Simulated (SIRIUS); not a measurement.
A self-consistent single point of SiC (F-43m, 8 atoms in the cell; from Materials Project mp-8062, changed as shown).

```
SiC
1.0
    4.26691     0.00000     0.00000
    0.00000     4.26691     0.00000
    0.00000     0.00000     4.26691
Si C
4 4
Cartesian
  1.06673   1.06673   3.20018
  1.06673   3.20018   1.06673
  3.20018   1.06673   1.06673
  3.20018   3.20018   3.20018
  0.00000   0.00000   0.00000
  0.00000   2.13346   2.13346
  2.13346   0.00000   2.13346
  2.13346   2.13346   0.00000
```

Computed with PBE, GBRV PBE ultrasoft pseudopotentials (plane waves; SIRIUS).

SIRIUS settings:

* **parameters.ngridk**: 8 8 8
* **parameters.xc_functionals**: [XC_GGA_X_PBE, XC_GGA_C_PBE]
* **parameters.gk_cutoff**: 6.325 1/bohr
* **parameters.pw_cutoff**: 14.143 1/bohr
* **parameters.smearing**: gaussian
* **parameters.smearing_width**: 0.0001 Ha
* **potentials**: GBRV PBE ultrasoft pseudopotentials
* **parameters.electronic_structure_method**: pseudopotential
* **parameters.num_bands**: 20
* **parameters.num_mag_dims**: 0
* **parameters.num_dft_iter**: 100
* **parameters.energy_tol**: 1e-07 Ha
* **parameters.density_tol**: 1e-06
* **mixer.type**: anderson
* **mixer.beta**: 0.3
* **mixer.use_hartree**: false

Estimate, at this level of theory: gap on the k-point mesh and pressure.

The run gave:

| Quantity | Result |
|---|---|
| Gap on the k-point mesh | 1.31 eV |
| Pressure | 18.99 GPa |

Gaps are taken between levels on the mesh.

For comparison: a first run was changed to give this one (lattice scaled by 0.98), and from it to this one the free energy rises by 41.9 meV/atom, the pressure goes from 3.57 to 18.99 GPa and the gap on the mesh goes from 1.368 to 1.310 eV.

The structure comes from a collection of computed structures, made at another level of theory; the collection holds predicted forms beside known ones.

Cost on one core: around 70 core-seconds (rough).
